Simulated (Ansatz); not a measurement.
According to DFT-r²SCAN in the program Ansatz with PAW potentials, Sc₃Si₅ in the hexagonal phase (P-62c; Sc on 6g, Si on 6h, Si on 2b, Si on 2d) relaxes to a = 6.352 Å, c = 7.803 Å. Its formation energy from the elements is -636 meV/atom, with no fitted shifts.

Electronic character: metallic (no gap).

An equation-of-state fit gives a bulk modulus of 98.1 GPa. Bader charges are Sc +1.49, Si -1.12 to -0.75 e.

The start of the workflow was typed in or built on a structure type; neither database checked (COD, Materials Project) lists it. Its standing as an ambient phase is unchecked. Symmetry was held in the r²SCAN relaxation; whether a distortion lowers the energy is not shown. No spin polarisation was allowed. The references are the lowest solids computed at this level, not always the standard phases.

Potentials: the earlier of the program's two PAW sets.
